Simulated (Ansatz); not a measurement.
Input file for Ansatz (an electronic-structure program):

Ansatz 0.2 input:
```yaml
crystal:
  lattice:
    - [-3.4309748499, 3.4309748499, 2.1340643386]
    - [3.4309748499, -3.4309748499, 2.1340643386]
    - [3.4309748499, 3.4309748499, -2.1340643386]
  atoms:
    - { symbol: Ta, position: [0.2170162361, 0.605444411, 0.8224606471] }
    - { symbol: Ta, position: [0.7829837639, 0.394555589, 0.1775393529] }
    - { symbol: Ta, position: [0.394555589, 0.2170162361, 0.6115718251] }
    - { symbol: Ta, position: [0.605444411, 0.7829837639, 0.3884281749] }
    - { symbol: N, position: [0.5, 0.5, 0.0] }
    - { symbol: N, position: [0.0915047072, 0.3087826829, 0.4002873901] }
    - { symbol: N, position: [0.9084952928, 0.6912173171, 0.5997126099] }
    - { symbol: N, position: [0.6912173171, 0.0915047072, 0.7827220243] }
    - { symbol: N, position: [0.3087826829, 0.9084952928, 0.2172779757] }
kpoints:
  mp_grid: { grid: [11, 11, 11] }
hamiltonian:
  xc: r2scan
  pseudopotentials: { kind: paw }
scf:
  occupations: { method: fermi_dirac, width: 0.1 }
phonons:
  method: dfpt
  response_accuracy: low
  eigenvectors: true
  rigid_motions: translations
```

Output (shortened):

```
Pseudopotential: Ta, paw, valence charge 13
Pseudopotential: N, paw, valence charge 5
Functional definition: r2SCAN
Crystal: 9 atoms, lattice volume = 100.485 Å³
Basis set: ecut = 500 eV, 2567 PW (Γ), exchange–correlation on 200×200×200 points (125 copies of the dense FFT grid, shifted against one another)
Bands: 48, of which v1, the nominal top of the filled ones, is band 39 counted from 1 (38 counted from 0)
Symmetry: 8 space group operations
k-points: 666 of 1331 (irreducible under 1 space group operation, time reversal used)
SCF iter   1: F=—  HF=-41712.523363 eV  |F-HF|=—  |Δ(HF+E_count)|=         —  Δρ=1.13e-2  dr2=8.45e-2  dr2_τ=6.40e-1  ethr=1.77e-3  ⟨swp⟩=6.9  Hψ=131964  notcnv=0
preconditioner: auto → LDOS
SCF iter   2: F=—  HF=-41712.779058 eV  |F-HF|=—  |Δ(HF+E_count)|=   2.56e-1  Δρ=4.68e-3  dr2=2.50e-2  dr2_τ=3.48e-3  ethr=1.10e-4  ⟨swp⟩=2.0  Hψ=66464  notcnv=0  defer=47
SCF iter   3: F=—  HF=-41712.782465 eV  |F-HF|=—  |Δ(HF+E_count)|=   3.41e-3  Δρ=5.10e-3  dr2=3.48e-2  dr2_τ=3.26e-3  ethr=3.25e-5  ⟨swp⟩=2.6  Hψ=53114  notcnv=0  defer=47
SCF iter   4: F=—  HF=-41712.775334 eV  |F-HF|=—  |Δ(HF+E_count)|=   7.13e-3  Δρ=6.75e-4  dr2=5.17e-4  dr2_τ=5.84e-5  ethr=3.25e-5  ⟨swp⟩=2.0  Hψ=47131  notcnv=0  defer=43
SCF iter   5: F=—  HF=-41712.775324 eV  |F-HF|=—  |Δ(HF+E_count)|=   1.01e-5  Δρ=1.88e-4  dr2=3.48e-5  dr2_τ=7.21e-6  ethr=6.72e-7  ⟨swp⟩=2.0  Hψ=48099  notcnv=0  defer=41
SCF iter   6: F=—  HF=-41712.775327 eV  |F-HF|=—  |Δ(HF+E_count)|=   3.17e-6  Δρ=4.91e-5  dr2=1.16e-6  dr2_τ=1.22e-7  ethr=4.52e-8  ⟨swp⟩=2.0  Hψ=47101  notcnv=0  defer=41
SCF iter   7: F=—  HF=-41712.775332 eV  |F-HF|=—  |Δ(HF+E_count)|=   4.11e-6  Δρ=1.29e-5  dr2=1.06e-7  dr2_τ=4.68e-9  ethr=1.51e-9  ⟨swp⟩=2.0  Hψ=55750  notcnv=0  defer=41
SCF iter   8: F=—  HF=-41712.775332 eV  |F-HF|=—  |Δ(HF+E_count)|=   3.71e-7  Δρ=2.67e-6  dr2=8.29e-9  dr2_τ=5.82e-10  ethr=1.38e-10  ⟨swp⟩=2.8  Hψ=62310  notcnv=0  defer=41
SCF iter  11: F=-41712.775332 eV  HF=-41712.775332 eV  |F-HF|=4.37e-11  |Δ(HF+E_count)|=  5.09e-11  Δρ=3.45e-8  dr2=7.45e-13  dr2_τ=5.47e-14  ethr=1.00e-12  ⟨swp⟩=7.5  Hψ=152987  notcnv=0
the search or the solves at the SCF's close seem to have found levels that the self-consistency loop had missed (the run counts 2) …
SCF 1 converged in 11 iterations: F = -41712.775332 eV  dr2 = 7.45e-13
DFPT response loops at Γ: preconditioner auto → Kerker (q_TF=auto, 2.610 Å⁻¹) (partly filled bands, converged f_vac=0.017) …
SCF converged after 11 iterations
Free energy (F): -41712.775332 eV
Harris-Foulkes:  -41712.775332 eV  (|F-HF|=4.37e-11)
Internal energy: -41712.726408 eV  (E = F + TS)
E sigma→0 (E₀):  -41712.750870 eV
Entropy (-TS):   -0.048924 eV (-5.436 meV/atom)
Fermi energy:    18.202008 eV
--- Per-component energies (eV) ---
  E_band       = -417.764646
  E_kinetic    = 2133.266758
  E_local      = -3245.573802  (includes V_loc(G=0)·N_el)
  E_nonlocal   = 283.393016
  E_hartree    = 1120.315313
  E_xc         = -1121.194171
  E_vxc        = -1316.573966  (∫ρ·V_xc dr)
  E_paw        = -34337.216456  (= ΣΔE_a)
  E_vpaw       = -581.344741  (= ΣTr[D̂ρ^β])
  E_aug_tail   = 0.000418  (compensation charges beyond the density's cutoff)
  E_vtau       = 68.437045  (kinetic-family band-sum trace: ∫τ·v_τ [+ j·A + Jᵃ·Aᵃ] dr)
  E_ewald      = -6542.544540
  E_core_change = -3.172944  (= ΣΔE_core)
  E_smearing   = -0.048924  (= −TS)
  E_closure    = 0.000000  (closes the sum)
  Σ components = -41712.775332   (vs F -41712.775332, Δ=0.00e0)
  [band-id]    e_kinetic+e_local+e_nonlocal+2·e_hartree+e_vxc+e_vpaw+e_augmentation_tail+e_vtau = -417.764646   (vs E_band -417.764646, Δ=5.97e-9)
--- Band table (eV; the first three rows and the last of 666) ---
  k-point 0: bands = ["-53.0129", "-52.9387", "-52.9322", "-52.9322", "-19.2498", "-19.2359", "-19.0980", "-19.0980", "-19.0779", "-19.0779", "-18.8823", "-18.7677", "-18.7183", "-18.6742", "-18.5566", "-18.5566", "-0.6802", "1.1072", "1.1072", "1.5233", …
  k-point 1: bands = ["-53.0116", "-52.9424", "-52.9322", "-52.9299", "-19.2554", "-19.2281", "-19.1095", "-19.0847", "-19.0830", "-19.0784", "-18.8731", "-18.7601", "-18.7194", "-18.6761", "-18.5694", "-18.5566", "-0.6311", "1.0565", "1.1064", "1.5006", …
  k-point 2: bands = ["-53.0080", "-52.9492", "-52.9319", "-52.9270", "-19.2708", "-19.1978", "-19.1387", "-19.1005", "-19.0796", "-19.0490", "-18.8498", "-18.7430", "-18.7223", "-18.6819", "-18.6055", "-18.5565", "-0.4896", "0.9405", "1.1031", "1.4328", …
  k-point 665: bands = ["-52.9845", "-52.9553", "-52.9448", "-52.9312", "-19.3543", "-19.2717", "-19.2417", "-19.1086", "-19.0408", "-18.9709", "-18.8971", "-18.7371", "-18.6786", "-18.6211", "-18.5975", "-18.5631", "0.5924", "1.2985", "1.6328", "1.8303", …
--- Phonons (Γ-DFPT): 8 representative perturbations + reference, on 666 of 1331 k-points (Σ response iterations 65) ---
  ASR residual: 9.927e-4 → 0.000e0 eV/Å²; symmetrization residual: 1.477e-4 eV/Å²
  ASR residual per site (eV/Å²): 2.69e-4 2.69e-4 2.69e-4 2.69e-4 8.58e-4 9.93e-4 9.93e-4 9.93e-4 9.93e-4
  Γ frequencies (cm⁻¹): 0.00 0.00 0.00 107.99 108.96 108.96 137.50 137.50 146.32 163.11 178.66 218.45 397.17 432.22 441.42 441.42 500.52 557.42 557.42 567.01 567.01 567.36 576.22 580.85 634.74 694.77 694.77
  non-analytic LO–TO correction: not included (Born effective charges unavailable; polar crystals: no LO–TO splitting at Γ)
```

Cost: about 5 core-hours (a rough figure) on shared cores.

Space group I4/m. The workflow started from a Materials Project entry (that database holds measured and hypothetical structures alike); the Crystallography Open Database copy checked does not list it. Whether it is the stable phase at ambient conditions was not checked. The cell was relaxed with r²SCAN under the symmetry of its start; its stability against distortions is not shown here. The run is not spin-polarised. With an odd number of electrons in the cell and no spin polarisation, the count alone makes it a metal. As this level gives no gap, phonon frequencies hold no LO–TO term and depend on the k-mesh and smearing (Fermi–Dirac, 0.1 eV here). Spin–orbit coupling is left out wherever it is not named.

Potentials: the later of the program's two PAW sets.

Ansatz is a plane-wave DFT program.
